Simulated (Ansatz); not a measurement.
Y:
```xyz
2
Lattice="0.0000 3.4565 3.4565 3.4565 0.0000 3.4565 3.4565 3.4565 0.0000" Properties=species:S:1:pos:R:3 pbc="T T T"
Y      0.0000     0.0000     0.0000
Y      1.7283     1.7283     1.7283
```

Relaxed with r²SCAN.

Task: Map the electron localisation function on the plane through (0.000, 0.000, 0.000) spanned by u = [1, 0, 0] and v = [-1, 1, 1] in lattice vectors, from r²SCAN (plane waves, PAW; program Ansatz).

Result: x is the fraction of u, y of v (the angle between them is 90°; rows are the nearest grid lines); atoms in the plane: Y at (0.00, 0.00), Y at (0.50, 0.25).
```
y \ x   0.000  0.0833  0.167  0.292  0.375  0.458  0.542  0.625  0.708  0.833  0.917   1.00
------  -----  ------  -----  -----  -----  -----  -----  -----  -----  -----  -----  -----
1.00    0.346   0.783  0.779  0.124  0.317  0.364  0.364  0.317  0.124  0.779  0.783  0.346
0.914   0.860   0.827  0.459  0.110  0.305  0.401  0.401  0.305  0.110  0.459  0.827  0.860
0.857   0.600   0.412  0.121  0.148  0.250  0.271  0.271  0.250  0.148  0.121  0.413  0.600
0.771   0.265   0.271  0.295  0.289  0.217  0.164  0.164  0.217  0.289  0.295  0.271  0.265
0.686   0.444   0.439  0.417  0.335  0.257  0.201  0.201  0.257  0.335  0.417  0.439  0.444
0.629   0.324   0.333  0.355  0.356  0.333  0.309  0.309  0.333  0.356  0.355  0.333  0.324
0.543   0.170   0.202  0.285  0.403  0.441  0.453  0.453  0.441  0.403  0.285  0.202  0.170
0.457   0.170   0.193  0.245  0.230  0.189  0.194  0.194  0.189  0.229  0.245  0.193  0.170
0.371   0.324   0.307  0.199  0.094  0.425  0.758  0.758  0.425  0.094  0.199  0.307  0.324
0.314   0.444   0.407  0.203  0.274  0.799  0.828  0.829  0.799  0.275  0.203  0.407  0.444
0.229   0.265   0.277  0.193  0.446  0.853  0.608  0.607  0.853  0.449  0.193  0.277  0.265
0.143   0.600   0.414  0.114  0.102  0.580  0.828  0.828  0.581  0.102  0.114  0.413  0.600
0.0857  0.860   0.839  0.468  0.077  0.146  0.309  0.309  0.146  0.077  0.468  0.839  0.860
0.000   0.346   0.783  0.779  0.124  0.317  0.364  0.364  0.317  0.124  0.779  0.783  0.346
```

The density is the valence pseudo-density with augmentation charge, so density and ELF within about 1 Å of a nucleus are not all-electron values.

Space group Fd-3m (diamond). The start of the workflow was typed in or built on a structure type; neither database checked (COD, Materials Project) lists it. It is not the phase usual at ambient conditions (space group No. 194). The cell was relaxed with r²SCAN under the symmetry of its start. At this level the phase is mechanically unstable. The run is not spin-polarised. The volume moved by -21 % from the start of the relaxation.

Potentials: the earlier of the program's two PAW sets.
